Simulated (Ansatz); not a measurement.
TePb (rock salt, Fm-3m) at seven volumes, plane-wave PAW PBE (Ansatz code), scaled uniformly. One row is withheld.

```json
[
 {"V (Å³/atom)": "32.239", "P (GPa)": "4.49"},
 {"V (Å³/atom)": "33.302", "P (GPa)": "2.74"},
 {"V (Å³/atom)": "34.364", "P (GPa)": "?"},
 {"V (Å³/atom)": "35.427", "P (GPa)": "0.00"},
 {"V (Å³/atom)": "36.490", "P (GPa)": "-1.06"},
 {"V (Å³/atom)": "37.553", "P (GPa)": "-1.97"},
 {"V (Å³/atom)": "38.616", "P (GPa)": "-2.73"}
]
```

Fit the shown pressures and predict the withheld one.

P = (3/2)B₀(x^(7/2) − x^(5/2))[1 + (3/4)(B′ − 4)(x − 1)] with x = (V₀/V)^(2/3). Least squares on the six rows gives V₀ = 35.429 Å³/atom, B₀ = 38.5 GPa, B′ = 4.50. At V = 34.364, x = 1.0206 and P = 1.26 GPa. The run itself gave 1.26 GPa.

The cell was relaxed with PBE under the symmetry of its start. Scalar-relativistic: spin–orbit coupling is off unless named, which matters more the heavier the elements.

Potentials: the later of the program's two PAW sets.
